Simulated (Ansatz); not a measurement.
BePtBr, a known structure type with other elements, at an estimated volume

```
CELL_PARAMETERS angstrom
3.77437 0.00000 0.00000
0.00000 3.77437 0.00000
0.00000 0.00000 7.24542
ATOMIC_POSITIONS crystal
Be 0.00000 0.50000 0.17890
Be 0.50000 0.00000 0.82110
Br 0.00000 0.50000 0.61830
Br 0.50000 0.00000 0.38170
Pt 0.00000 0.00000 0.00000
Pt 0.50000 0.50000 0.00000
```

Level: r2SCAN, no spin polarisation; 500 eV; 9×9×5 Γ-centred mesh; fermi-dirac occupations (width 0.0235 eV); Ansatz 0.2.0, fixed geometry.

Charges: Bader charges in e: Be +1.65, Pt -1.19, Br -0.46. In the mean Be gives up most and Pt takes most.
Formation energy: -0.10 eV an atom against the elements' usual phases (free molecules for gases, crystals otherwise, with no correction for O₂ or N₂), so it is bound against them; other compounds may still compete. Relaxing would lower it.
Stress: The pressure is 4.5 GPa (compression positive), so with the atoms held at these fractions the cell would first expand; the forces are large, so a full relaxation may end otherwise. The principal stresses 2.9, 5.3, 5.3 GPa differ, so its shape would change too.
Forces: The largest is on Br3 (and as large on other atoms): 1.17 eV/Å, components (0.00, 0.00, 1.17). It makes 61° with the line to a nearest neighbour, Be2 at 3.05 Å.
Electronic structure: It is a metal, with about 2.1 states/eV a cell as the mean within 0.25 eV of the Fermi level, mostly Br p (56 %) and Pt d (25 %).

Origin: a known structure type with other elements, at an estimated volume, so it need not be a known compound. Caveats: many states at the Fermi level without spin polarisation, so a magnetic state may lie lower.
